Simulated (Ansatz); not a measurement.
# Collinear states of MnCuAs

All numbers below come from Ansatz, DFT PBE, scalar-relativistic, plane waves, PAW.

```
CELL_PARAMETERS angstrom
3.69949 0.00000 0.00000
0.00000 3.69949 0.00000
0.00000 0.00000 6.40842
ATOMIC_POSITIONS crystal
Mn 0.00000 0.50000 0.16402
Mn 0.50000 0.00000 0.83598
Cu 0.00000 0.00000 0.50000
Cu 0.50000 0.50000 0.50000
As 0.00000 0.50000 0.77625
As 0.50000 0.00000 0.22375
```

```json
{
 "plane-wave cutoff": "420 eV",
 "Γ-centred k-mesh": "10×10×6",
 "occupation rule": "Gaussian smearing, 0.1 eV",
 "list of starting moments (μB, in atom order)": "4 4 0 0 0 0",
 "check for lower electronic states after the SCF": "off"
}
```

Each order was relaxed in cell and atoms. Site moments are spin moments in atom-centred spheres that scale with the neighbour distance. The states are those that the runs reached from these starts; a lower one can exist. No antiferromagnetic start is among these.

Question: Starts tried: no spin; ferromagnetic. Which state comes out lowest, and what are the moments?

Answer: The lowest state is ferromagnetic, reached from the start “ferromagnetic”, with site moments (μB) Mn +3.41 (×2).

```tsv
start	ends	energy above lowest (meV/atom)	site moments (μB)	gap on mesh (eV)	volume (Å³/atom)
no spin	non-magnetic	204	none over 0.05	metal	13.02
ferromagnetic	ferromagnetic	0.00	Mn +3.41 (×2)	metal	14.66
```

Cost: 2 runs of about 10 core-minutes in all, on Arm Neoverse V1 (shared hosts).